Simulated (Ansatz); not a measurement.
**Questions on the electronic state of Ni**

The cell (2 atoms) is Ni as an experimental structure (space group Fm-3m, primitive cell doubled). Source: COD entry 9012427; it may be a high-temperature, high-pressure or metastable form.

```
CELL_PARAMETERS angstrom
0.00000 -1.75840 -1.75840
-3.51680 -1.75840 -1.75840
0.00000 1.75840 -1.75840
ATOMIC_POSITIONS crystal
Ni 0.00000 0.00000 0.00000
Ni 0.00000 0.50000 0.50000
```

Numbers behind element symbols give the atom's place in this list.

Level of theory: DFT, PBE, PAW, plane waves, scalar-relativistic in Ansatz development build ahead of 0.2.0.

```yaml
Plane-wave_cutoff: 420 eV
k-point_mesh: 12×7×10 (Γ-centred)
Occupations: Fermi–Dirac smearing, 0.1 eV
```

Moments by site are taken inside atomic spheres; the rest lies between them.

A small moment in a metal is sensitive to the mesh and the smearing.

The mesh is too coarse to rank close states of a metal with certainty: differences of some tens of meV/atom may change, at times in sign. The mesh has less symmetry than the lattice, which lowers the symmetry of the run.

This multiple of the primitive cell fits some opposed orders; other multiples fit others. “Lowest” means lowest among the runs made in this cell.

In a plain SCF nothing is tried after convergence.

The cell was converged 13 times from various starts and settings. Describe the lowest state found.

Ferromagnetic, site moments Ni1 0.68, Ni2 0.68 μB, total 1.28 μB per cell, no gap on the k-mesh.

How much higher is the free energy without spin polarisation?

35.3 meV/atom (0.07 eV per cell); the unpolarised solution has no gap on the mesh and a pressure of -0.3 GPa against 0.7 GPa.

A run starts from: opposed moments +-, plain SCF [Ni1 2.00, Ni2 -2.00 μB]. What does it converge to?

It converges in 17 iterations to a state 35.3 meV/atom above the lowest: non-magnetic, no gap on the k-mesh.

Launched as:
```sh
ansatz run input.yaml --threads 2 --pin off --max-ram 5120MiB --backend cpu --events-out ev --progress --plain --runs-dir out
```

Machine: 2 threads of AMD EPYC 7R43 64-Core Processor (Zen 3), on a shared host.

Estimate the wall time and peak memory of the run “parallel moments scaled by 0.2, plain SCF [Ni1 0.40, Ni2 0.40 μB]” on this machine.

14 s, 0.49 GiB (15 iterations, 258 k-points after symmetry).
